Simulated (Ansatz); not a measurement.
Here is the system:

AlPd:
```
CELL_PARAMETERS angstrom
      4.86450     0.00000     0.00000
      0.00000     4.86450     0.00000
      0.00000     0.00000     4.86450
ATOMIC_POSITIONS crystal
  Al 0.84456 0.84456 0.84456
  Al 0.65544 0.15544 0.34456
  Al 0.34456 0.65544 0.15544
  Al 0.15544 0.34456 0.65544
  Pd 0.14786 0.14786 0.14786
  Pd 0.35214 0.85214 0.64786
  Pd 0.64786 0.35214 0.85214
  Pd 0.85214 0.64786 0.35214
```

This is the r²SCAN-relaxed structure.

Q: All from r²SCAN in the plane-wave PAW code Ansatz, unless another level is named. Give the density of states at the Fermi level.

A: 0.22 states/eV per atom (mean over ±0.08 eV).

Q: Give the formation energy from the elements (no fitted shifts).

A: -0.93 eV/atom.

Q: Give the gap with spin–orbit coupling.

A: none (metallic).

Space group P2_13. The first step of the workflow began from a Materials Project structure, measured or hypothetical; the Crystallography Open Database copy checked does not list it. With Al and Pd taken as one species the cell has the higher symmetry Pa-3, so it may be an ordered model of a mixed-site phase. Whether it is the stable phase at ambient conditions was not checked. Symmetry was held in the r²SCAN relaxation; of distortions, only those at the zone centre were tested. No spin polarisation was allowed. The references are the lowest solids computed at this level, not always the standard phases. Scalar-relativistic: spin–orbit coupling is off unless named, which matters more the heavier the elements.

Potentials: the later of the program's two PAW sets.
